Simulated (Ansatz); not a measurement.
Rh:
```yaml
crystal:
  lattice:
    - [0.00000, 1.89994, 1.89994]
    - [1.89994, 0.00000, 1.89994]
    - [1.89994, 1.89994, 0.00000]
  atoms:
    - { symbol: Rh, position: [0.00000, 0.00000, 0.00000] }
```

Relaxed with the program Ansatz at the r²SCAN level (PAW). Indices refer to the conventional cell of Fm-3m, a = 3.800 Å, b = 3.800 Å, c = 3.800 Å, α = 90.00°, β = 90.00°, γ = 90.00°.

**Question.** Simulate the powder diffraction pattern (neutron, λ = 1.5401 Å; lines above 1 %) up to 2θ = 90°.

**Answer.** Simulated powder pattern, neutron, λ = 1.5401 Å (kinematic, ideal powder, no thermal factors, coherent scattering alone; the 30 strongest lines at most, above 1 %, up to 2θ = 90°):

| 2θ (°) | d (Å) | I/Imax (%) | hkl |
|---|---|---|---|
| 41.10 | 2.194 | 97 | (111) |
| 47.82 | 1.900 | 56 | (200) |
| 69.94 | 1.343 | 62 | (220) |
| 84.46 | 1.146 | 100 | (311) |
| 89.18 | 1.097 | 32 | (222) |

The r²SCAN relaxation kept the symmetry of its start. No spin polarisation was allowed.

Potentials: the later of the program's two PAW sets.
